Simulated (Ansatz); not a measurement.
Computed with Ansatz 0.2.0, DFT PBE, scalar-relativistic, plane waves, PAW. Settings: cutoff 420 eV, Γ-centred meshes spaced at most about 0.3 Å⁻¹ (2π included), Gaussian smearing. No spin polarisation in the final relaxations.

All energies are static (0 K, no zero-point motion). All come from trial cells, and lower structures may exist.

Problem. Which of these relaxed structures of Lu2NF3 is the lowest in energy?
1. Space group P-4m2 (No. 115), tetragonal, a = 3.908 Å, c = 5.546 Å. Around Lu lie 3 F at 2.14–2.24 Å and 2 N at 2.24 Å; N is surrounded by 4 Lu at 2.24 Å; F on a site of symmetry -4m2 has 4 Lu at 2.24 Å; F on a site of symmetry 2mm has 1 Lu at 2.14 Å.
2. Space group P-3m1 (No. 164), trigonal, a = 3.638 Å, c = 6.452 Å. Lu is surrounded by 3 F at 2.19 Å, 3 N at 2.51 Å and 3 F at 2.80 Å; N has 6 Lu at 2.51 Å and 6 F at 2.89 Å; around F on a site of symmetry 3m lie 3 Lu at 2.19 Å, 3 F at 2.44 Å and 3 N at 2.89 Å; around F on a site of symmetry -3m lie 6 F at 2.44 Å and 6 Lu at 2.80 Å.

Solution. 1. It has space group P-4m2 (No. 115); the next, 2, with space group P-3m1 (No. 164), lies 60 meV/atom higher. Counting F or N atoms around Lu (for each partner element, those within 1.25 times its shortest distance or 1.15 times the sum of covalent radii, where it is the nearest in units of that sum or under 1.3; a plus sign parts groups by distance over the sum of covalent radii), the lowest has Lu 5 and the next has Lu 6+3.

Cells relaxed within their symmetry can be saddle points. Some structure types and database cells were kept out of the candidates from the start, so a known form may be missing.
